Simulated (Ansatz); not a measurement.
Au2S:
```
Au2S
1.0
    5.27829     0.00000     0.00000
    0.00000     5.27829     0.00000
    0.00000     0.00000     5.27829
S Au
2 4
Direct
  0.00000   0.00000   0.00000
  0.50000   0.50000   0.50000
  0.25000   0.25000   0.75000
  0.25000   0.75000   0.25000
  0.75000   0.75000   0.75000
  0.75000   0.25000   0.25000
```

Relaxed with r²SCAN. Special points in fractions of this cell's reciprocal vectors: Γ (0.000, 0.000, 0.000); X (0.000, 0.500, 0.000); M (0.500, 0.500, 0.000); R (0.500, 0.500, 0.500).

Q: List the band energies nearest the valence-band maximum at these points for r²SCAN with spin–orbit coupling in the plane-wave PAW code Ansatz.

A: In eV from the valence-band maximum; about four levels below and three above (degenerate sets whole), none deeper than 8.9 eV; points with the same levels are listed once.

```json
[
 {"k": "Γ", "below": "-0.42 -0.42 -0.42 -0.42 0.00 0.00", "above": "1.99 1.99 1.99 1.99"},
 {"k": "X", "below": "-0.60 -0.60 -0.60 -0.60", "above": "4.10 4.10 4.10 4.10"},
 {"k": "M", "below": "-0.79 -0.79 -0.79 -0.79", "above": "2.48 2.48 2.48 2.48"},
 {"k": "R", "below": "-1.06 -1.06 -1.06 -1.06 -1.06 -1.06 -0.64 -0.64", "above": "2.85 2.85 3.81 3.81 3.81 3.81"}
]
```

Space group Pn-3m. The workflow started from a Materials Project entry (that database holds measured and hypothetical structures alike); the Crystallography Open Database files this formula in space group No. 224, but the cells were not matched. Its standing as an ambient phase is unchecked. The r²SCAN relaxation kept the symmetry of its start; its stability against distortions is not shown here.

Potentials: the later of the program's two PAW sets.
